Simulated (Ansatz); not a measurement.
An Ansatz (a quantum-chemistry and plane-wave program) run. Input:

Ansatz 0.2 input:
```yaml
crystal:
  lattice:
    - [3.0214570802, 0.0, 0.0]
    - [0.0, 3.0214570802, 0.0]
    - [0.0, 0.0, 3.3924356751]
  atoms:
    - { symbol: Ru, position: [0.0, 0.0, 0.0] }
    - { symbol: Ta, position: [0.5, 0.5, 0.5] }
kpoints:
  mp_grid: { grid: [13, 13, 12] }
hamiltonian:
  xc: pbesol
  pseudopotentials: { kind: paw }
scf:
  occupations: { method: fermi_dirac, width: 0.1 }
phonons:
  method: dfpt
  response_accuracy: low
  eigenvectors: true
  rigid_motions: translations
```

Output (shortened):

```
Pseudopotential: Ru, paw, valence charge 16
Pseudopotential: Ta, paw, valence charge 13
Functional definition: PBEsol
Crystal: 2 atoms, lattice volume = 30.970 Å³
Basis set: ecut = 420 eV, 595 PW (Γ), exchange–correlation on 48×48×48 points (8 copies of the dense FFT grid, shifted against one another)
Bands: 19, of which v1, the nominal top of the filled ones, is band 15 counted from 1 (14 counted from 0)
Symmetry: 16 space group operations
k-points: 343 of 2028 (irreducible under 8 space group operations)
SCF iter   1: F=—  HF=-15623.621122 eV  |F-HF|=—  |Δ(HF+E_count)|=         —  Δρ=9.00e-3  dr2=2.92e-2  ethr=1.77e-3  ⟨swp⟩=5.1  Hψ=27582  notcnv=0
preconditioner: auto → none
SCF iter   2: F=—  HF=-15623.618681 eV  |F-HF|=—  |Δ(HF+E_count)|=   2.44e-3  Δρ=4.92e-3  dr2=9.87e-3  ethr=1.01e-4  ⟨swp⟩=1.4  Hψ=9555  notcnv=0
SCF iter   3: F=—  HF=-15623.617342 eV  |F-HF|=—  |Δ(HF+E_count)|=   1.34e-3  Δρ=6.15e-4  dr2=1.37e-4  ethr=3.40e-5  ⟨swp⟩=1.9  Hψ=8916  notcnv=0
SCF iter   4: F=—  HF=-15623.617323 eV  |F-HF|=—  |Δ(HF+E_count)|=   1.92e-5  Δρ=1.06e-4  dr2=1.92e-6  ethr=4.72e-7  ⟨swp⟩=2.2  Hψ=9609  notcnv=0
SCF iter   5: F=—  HF=-15623.617324 eV  |F-HF|=—  |Δ(HF+E_count)|=   1.67e-6  Δρ=3.49e-5  dr2=4.27e-7  ethr=6.61e-9  ⟨swp⟩=2.2  Hψ=11425  notcnv=0
SCF iter   6: F=—  HF=-15623.617324 eV  |F-HF|=—  |Δ(HF+E_count)|=   1.33e-7  Δρ=4.90e-6  dr2=5.58e-9  ethr=1.47e-9  ⟨swp⟩=2.1  Hψ=9247  notcnv=0
SCF iter   7: F=—  HF=-15623.617324 eV  |F-HF|=—  |Δ(HF+E_count)|=  7.17e-10  Δρ=9.05e-7  dr2=1.72e-10  ethr=1.92e-11  ⟨swp⟩=2.2  Hψ=11385  notcnv=0
SCF iter   8: F=-15623.617324 eV  HF=-15623.617324 eV  |F-HF|=5.46e-12  |Δ(HF+E_count)|=  2.18e-11  Δρ=1.19e-7  dr2=3.65e-12  ethr=1.00e-12  ⟨swp⟩=5.9  Hψ=29782  notcnv=0
the search or the solves at the SCF's close seem to have found levels that the self-consistency loop had missed (the run counts 2) …
SCF 1 converged in 8 iterations: F = -15623.617324 eV  dr2 = 3.65e-12
DFPT response loops at Γ: preconditioner auto → Kerker (q_TF=auto, 2.699 Å⁻¹) (partly filled bands, converged f_vac=0.000) …
SCF converged after 8 iterations
Free energy (F): -15623.617324 eV
Harris-Foulkes:  -15623.617324 eV  (|F-HF|=5.46e-12)
Internal energy: -15623.553197 eV  (E = F + TS)
E sigma→0 (E₀):  -15623.585261 eV
Entropy (-TS):   -0.064127 eV (-32.063 meV/atom)
Fermi energy:    21.733327 eV
--- Per-component energies (eV) ---
  E_band       = -161.440568
  E_kinetic    = 881.803081
  E_local      = -1895.649206  (includes V_loc(G=0)·N_el)
  E_nonlocal   = 362.186545
  E_hartree    = 635.795757
  E_xc         = -407.190199
  E_vxc        = -443.436414  (∫ρ·V_xc dr)
  E_paw        = -11672.184240  (= ΣΔE_a)
  E_vpaw       = -337.936054  (= ΣTr[D̂ρ^β])
  E_aug_tail   = -0.000068  (compensation charges beyond the density's cutoff)
  E_ewald      = -3528.781810
  E_core_change = 0.466942  (= ΣΔE_core)
  E_smearing   = -0.064127  (= −TS)
  E_closure    = 0.000000  (closes the sum)
  Σ components = -15623.617324   (vs F -15623.617324, Δ=0.00e0)
  [band-id]    e_kinetic+e_local+e_nonlocal+2·e_hartree+e_vxc+e_vpaw+e_augmentation_tail = -161.440602   (vs E_band -161.440568, Δ=-3.43e-5)
--- Band table (eV; the first three rows and the last of 343) ---
  k-point 0: bands = ["-51.1038", "-46.5101", "-21.1439", "-21.0757", "-21.0757", "-12.9525", "-12.7931", "-12.7931", "12.9894", "15.7436", "16.0002", "19.3511", "19.3511", "20.3212", "22.1367", "23.6446", "26.2431", "26.3676", "26.3676"]
  k-point 1: bands = ["-51.1034", "-46.5101", "-21.1459", "-21.0749", "-21.0749", "-12.9665", "-12.7940", "-12.7940", "13.1252", "15.8376", "16.0672", "19.3750", "19.3750", "20.3580", "21.9723", "23.6169", "25.9763", "25.9763", "26.1629"]
  k-point 2: bands = ["-51.1024", "-46.5101", "-21.1516", "-21.0728", "-21.0728", "-13.0046", "-12.7966", "-12.7966", "13.5207", "16.0993", "16.2659", "19.4481", "19.4481", "20.4627", "21.5202", "23.4992", "25.1300", "25.1300", "25.9418"]
  k-point 342: bands = ["-51.0711", "-46.4590", "-21.2251", "-21.2243", "-21.1453", "-13.2429", "-13.2413", "-13.0542", "17.8247", "18.1305", "18.3145", "18.6152", "19.1331", "19.1483", "21.3764", "22.1916", "25.5027", "26.9463", "29.6643"]
--- Phonons (Γ-DFPT): 4 representative perturbations + reference, on 343 of 2028 k-points (Σ response iterations 10) ---
  ASR residual: 1.432e-3 → 0.000e0 eV/Å²; symmetrization residual: 7.212e-5 eV/Å²
  ASR residual per site (eV/Å²): 1.43e-3 1.42e-3
  Γ frequencies (cm⁻¹): 0.00 0.00 0.00 146.16 155.23 155.23
  non-analytic LO–TO correction: not included (Born effective charges unavailable; polar crystals: no LO–TO splitting at Γ)
```

Cost: about 80 core-seconds (a rough figure) on shared cores.

Space group P4/mmm (L1₀ or tetragonal B2). The workflow started from an entry of the Crystallography Open Database (COD), which files this formula under 2 space groups. Whether it is the stable phase at ambient conditions was not checked. Symmetry was held in the PBEsol relaxation; of distortions, only those at the zone centre were tested. The run is not spin-polarised. As this level gives no gap, phonon frequencies hold no LO–TO term and depend on the k-mesh and smearing (Fermi–Dirac, 0.1 eV here). Scalar-relativistic: spin–orbit coupling is off unless named, which matters more the heavier the elements.

Potentials: the later of the program's two PAW sets.

Ansatz is a plane-wave DFT program.
